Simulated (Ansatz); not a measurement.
Relaxed-ion elastic tensor of LaScO3 in space group Pnma (No. 62; La on 4c, Sc on 4a, O on 4c, O on 8d) in GPa (Voigt order), the program Ansatz at the LDA level (PAW); density 6.05 g/cm³, 12.72 Å³ per atom.

```
 269   114   139   0.0   0.0   0.0
 114   290   128   0.0   0.0   0.0
 139   128   305   0.0   0.0   0.0
 0.0   0.0   0.0  90.1   0.0   0.0
 0.0   0.0   0.0   0.0  89.1   0.0
 0.0   0.0   0.0   0.0   0.0   101
```

Task: Is the crystal mechanically stable?

Result: Yes: the smallest eigenvalue of C is 89.1 GPa.

Task: Work out the Voigt, Reuss and Hill averages.

Result: K_V = 181, K_R = 180, K_H = 180; G_V = 88.2, G_R = 87.2, G_H = 87.7 GPa.

Task: Give Young's modulus, Poisson's ratio, Pugh's ratio and the universal anisotropy index.

Result: E = 9KG/(3K + G) = 226 GPa; ν = 0.29; K/G = 2.05 (ductile by the Pugh limit of 1.75); A_U = 5G_V/G_R + K_V/K_R − 6 = 0.06.

Task: Estimate the sound speeds and the Debye temperature.

Result: v_l = √((K + 4G/3)/ρ) = 7010 m/s, v_t = √(G/ρ) = 3810 m/s, mean 4250 m/s; Θ = (h/k)(3n/4πV)^(1/3) v_m = 542 K.

Task: Solve the Christoffel equation for the three sound speeds along x, y, z.

Result: Eigenvalues of C_ijkl n_j n_l equal ρv². In km/s, slowest first: x 3.84, 4.07, 6.67; y 3.86, 4.07, 6.92; z 3.84, 3.86, 7.10.

Task: How much does each axis shrink under pressure?

Result: Linear compressibilities β_i = Σ_j S_ij (j = 1 to 3): x 2.1, y 2.0, z 1.5 per TPa.

Symmetry was held in the LDA relaxation; of distortions, only those at the zone centre were tested. The run is not spin-polarised. Scalar-relativistic: spin–orbit coupling is off unless named, which matters more the heavier the elements.

Potentials: the later of the program's two PAW sets.
